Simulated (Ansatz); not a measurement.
Simulated powder pattern, Co Kα, λ = 1.79026 Å (kinematic, ideal powder, no thermal factors, no anomalous dispersion; the 30 strongest lines at most, above 1 %, up to 2θ = 90°):

```json
[
 {"2θ (°)": "44.34", "I/Imax (%)": "100"},
 {"2θ (°)": "51.67", "I/Imax (%)": "49"},
 {"2θ (°)": "76.08", "I/Imax (%)": "33"}
]
```

The pattern belongs to a structure relaxed with DFT-r²SCAN+D4 in the program Ansatz with PAW potentials.

The compound is Au.

### Question
Give the crystal system and the lattice parameters.

### Answer
cubic, Fm-3m; a = 4.109 Å.

The cell was relaxed with r²SCAN+D4 under the symmetry of its start. The pairwise dispersion correction was not fitted to metals. Spin–orbit coupling is left out wherever it is not named.

Potentials: the later of the program's two PAW sets.
